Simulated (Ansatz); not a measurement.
La2O3:
Space group P-3m1 (No. 164); a = b = 3.9352 Å, c = 6.1264 Å, α = β = 90.00°, γ = 120.00°

| atom | site | symmetry | x | y | z |
|---|---|---|---|---|---|
| La | 2d | 3m. | 0.3333 | 0.6667 | 0.2461 |
| O | 1a | -3m. | 0.0000 | 0.0000 | 0.0000 |
| O | 2d | 3m. | 0.6667 | 0.3333 | 0.3539 |

Relaxed with r²SCAN.

Question: Which orbitals make up the states near the band edges in DFT-r²SCAN in the program Ansatz with PAW potentials?

Answer: Top 1 eV of the valence band: O 2p 86 %, La 5d 6 %. Bottom 1 eV of the conduction band: La 5d 45 %, La 4f 44 %, O 2p 7 %. Projections are on Löwdin-orthogonalised atomic valence shells; empty p or d shells of many metals are not among them.

Question: Tabulate the density of states.

Answer: States/eV per cell of 5 atoms, in 0.25 eV bins, energy from the valence-band maximum.

```tsv
E (eV)	total	O 2p	La 4f	La 5d
-7.87	0.00	0.00	0.00	0.00
-7.62	0.00	0.00	0.00	0.00
-7.37	0.00	0.00	0.00	0.00
-7.12	0.00	0.00	0.00	0.00
-6.87	0.00	0.00	0.00	0.00
-6.62	0.00	0.00	0.00	0.00
-6.37	0.00	0.00	0.00	0.00
-6.12	0.00	0.00	0.00	0.00
-5.87	0.00	0.00	0.00	0.00
-5.62	0.00	0.00	0.00	0.00
-5.37	0.00	0.00	0.00	0.00
-5.12	0.00	0.00	0.00	0.00
-4.87	0.00	0.00	0.00	0.00
-4.62	0.00	0.00	0.00	0.00
-4.37	0.00	0.00	0.00	0.00
-4.12	0.00	0.00	0.00	0.00
-3.87	0.00	0.00	0.00	0.00
-3.62	0.00	0.00	0.00	0.00
-3.37	0.00	0.00	0.00	0.00
-3.12	0.00	0.00	0.00	0.00
-2.87	0.38	0.24	0.00	0.09
-2.62	3.42	2.32	0.04	0.85
-2.37	5.66	3.95	0.08	1.26
-2.12	7.55	5.37	0.12	1.68
-1.87	8.55	6.25	0.16	1.67
-1.62	6.03	4.53	0.14	0.97
-1.37	6.28	4.99	0.22	0.65
-1.12	5.79	4.66	0.19	0.62
-0.87	3.86	3.17	0.11	0.39
-0.62	8.28	6.95	0.27	0.64
-0.37	10.16	8.82	0.47	0.37
-0.12	6.03	5.37	0.23	0.16
0.13	0.00	0.00	0.00	0.00
0.38	0.00	0.00	0.00	0.00
0.63	0.00	0.00	0.00	0.00
0.88	0.00	0.00	0.00	0.00
1.13	0.00	0.00	0.00	0.00
1.38	0.00	0.00	0.00	0.00
1.63	0.00	0.00	0.00	0.00
1.88	0.00	0.00	0.00	0.00
2.13	0.00	0.00	0.00	0.00
2.38	0.00	0.00	0.00	0.00
2.63	0.00	0.00	0.00	0.00
2.88	0.00	0.00	0.00	0.00
3.13	0.00	0.00	0.00	0.00
3.38	0.00	0.00	0.00	0.00
3.63	0.00	0.00	0.00	0.00
3.88	0.00	0.00	0.00	0.00
4.13	0.00	0.00	0.00	0.00
4.38	1.96	0.20	0.47	1.25
4.63	2.74	0.24	0.89	1.54
4.88	3.26	0.22	1.52	1.32
5.13	6.82	0.30	3.87	2.43
5.38	5.85	0.12	4.16	1.37
5.63	10.08	0.16	8.56	1.09
5.88	27.80	0.36	25.85	1.28
```

The cell was relaxed with r²SCAN under the symmetry of its start; phonons on a q-mesh show no instability. Spin–orbit coupling is left out wherever it is not named.

Potentials: the later of the program's two PAW sets.
